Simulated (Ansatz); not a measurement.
# Computed properties of ZrTa

ZrTa:
```xyz
4
Lattice="4.6480 0.0000 0.0000 0.0000 3.4996 0.0000 0.0000 0.0000 4.8936" Properties=species:S:1:pos:R:3 pbc="T T T"
Ta     1.1620     0.0000     3.9449
Ta     3.4860     0.0000     0.9487
Zr     1.1620     1.7498     1.3525
Zr     3.4860     1.7498     3.5411
```

Space group Pmma (No. 51); conventional cell a = 4.648 Å, b = 3.500 Å, c = 4.894 Å, α = β = γ = 90.00°.

Method: DFT-PBEsol in the program Ansatz with PAW potentials. Structure relaxed to zero pressure with the same functional. Other levels are named where they apply.

Cell and energy:

```json
{
 "volume_per_atom": "19.90 Å³",
 "density": "11.36 g/cm³",
 "Formation energy from the elements (no fitted shifts)": "0.16 eV/atom"
}
```

Electronic structure:

```json
{
 "electronic_character": "metallic (no gap)",
 "Density of states at the Fermi level": "1.2 states/eV per atom (mean over ±0.08 eV)",
 "Gap with spin–orbit coupling": "none (metallic)"
}
```

Mechanics:

```json
{
  "Bulk modulus (Birch–Murnaghan fit)": "1270 kbar",
  "Pressure derivative B′": "3.8"
}
```

Phonons:

```json
{
  "highest_zone_centre_frequency": "187 cm⁻¹",
  "zone_centre_stability": "no imaginary mode at Γ"
}
```

The start of the workflow was typed in or built on a structure type; neither database checked (COD, Materials Project) lists it. Whether it is the stable phase at ambient conditions was not checked. The cell was relaxed with PBEsol under the symmetry of its start. The run is not spin-polarised. Its formation energy is positive at this level, so the cell may be metastable or incomplete. As this level gives no gap, phonon frequencies hold no LO–TO term and depend on the k-mesh and smearing (Fermi–Dirac, 0.1 eV here). Axis ratios of metals converge slowly with the k-mesh, so a and c are less sure than the volume. The references are the lowest solids computed at this level, not always the standard phases. Scalar-relativistic: spin–orbit coupling is off unless named, which matters more the heavier the elements.

Potentials: the earlier of the program's two PAW sets. The files were generated under PBE; for other functionals the program regenerates the frozen cores, and for LDA and PBEsol the local potential too.
